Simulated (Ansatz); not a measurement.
SnO₂:
```yaml
crystal:
  lattice:
    - [5.10069, 0.00000, 0.00000]
    - [0.00000, 5.10069, 0.00000]
    - [0.00000, 0.00000, 5.10069]
  atoms:
    - { symbol: Sn, position: [0.00000, 0.50000, 0.50000] }
    - { symbol: Sn, position: [0.50000, 0.50000, 0.00000] }
    - { symbol: Sn, position: [0.50000, 0.00000, 0.50000] }
    - { symbol: Sn, position: [0.00000, 0.00000, 0.00000] }
    - { symbol: O, position: [0.33972, 0.16028, 0.83972] }
    - { symbol: O, position: [0.66028, 0.83972, 0.16028] }
    - { symbol: O, position: [0.16028, 0.83972, 0.33972] }
    - { symbol: O, position: [0.83972, 0.16028, 0.66028] }
    - { symbol: O, position: [0.83972, 0.33972, 0.16028] }
    - { symbol: O, position: [0.16028, 0.66028, 0.83972] }
    - { symbol: O, position: [0.66028, 0.66028, 0.66028] }
    - { symbol: O, position: [0.33972, 0.33972, 0.33972] }
```

Relaxed with r²SCAN. Special points in fractions of this cell's reciprocal vectors: Γ (0.000, 0.000, 0.000); X (0.000, 0.500, 0.000); M (0.500, 0.500, 0.000); R (0.500, 0.500, 0.500); X1 (0.500, 0.000, 0.000).

Q: List the band energies nearest the valence-band maximum at these points for DFT-r²SCAN with spin–orbit coupling in the program Ansatz with PAW potentials.

A: In eV from the valence-band maximum; about four levels below and three above (degenerate sets whole), none deeper than 8.9 eV; points with the same levels are listed once.

```
k                                            below                                    above
-  -----------------------------------------------  ---------------------------------------
Γ                          -0.08 -0.08 -0.08 -0.08  1.60 1.60 6.95 6.95 6.96 6.96 6.96 6.96
X                          -0.03 -0.03 -0.03 -0.03                      4.71 4.71 4.71 4.71
M  -0.34 -0.34 -0.34 -0.34 -0.33 -0.33 -0.33 -0.33                      5.62 5.62 5.62 5.62
R  -0.67 -0.67 -0.67 -0.67 -0.67 -0.67 -0.66 -0.66  6.15 6.15 6.15 6.15 6.15 6.15 6.15 6.15
```

Space group Pa-3. The workflow started from a Materials Project entry (that database holds measured and hypothetical structures alike); the Crystallography Open Database copy checked does not list it. It is not the phase usual at ambient conditions (space group No. 136). The cell was relaxed with r²SCAN under the symmetry of its start; whether a distortion lowers the energy is not shown.

Potentials: the later of the program's two PAW sets.
